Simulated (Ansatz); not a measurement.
Data:

AgI:
```
CELL_PARAMETERS angstrom
      4.48568     0.00000     0.00000
     -2.24284     3.88471     0.00000
      0.00000     0.00000     7.33908
ATOMIC_POSITIONS crystal
  Ag 0.33333 0.66667 0.00262
  Ag 0.66667 0.33333 0.50262
  I  0.33333 0.66667 0.37728
  I  0.66667 0.33333 0.87728
```

This is the LDA-relaxed structure.

Task: All from LDA (plane waves, PAW; program Ansatz), unless another level is named. Predict the electron effective mass.

Result: 0.13, 0.14, 0.14 mₑ (principal values).

Task: What about the formation energy from the elements (no fitted shifts)?

Result: -0.15 eV/atom.

Task: What about the weight of the valence-edge state by species (Voronoi cells)?

Result: I 60 %, Ag 40 %.

Task: And the weight of the conduction-edge state by species (Voronoi cells)?

Result: Ag 64 %, I 36 %.

Space group P6_3mc (wurtzite). The LDA relaxation kept the symmetry of its start; phonons on a q-mesh show no instability. No spin polarisation was allowed. The references are the lowest solids computed at this level, not always the standard phases. Scalar-relativistic: spin–orbit coupling is off unless named, which matters more the heavier the elements.

Potentials: the earlier of the program's two PAW sets.

Edges and masses are those of Kohn–Sham bands, whose gap is no quasiparticle gap.
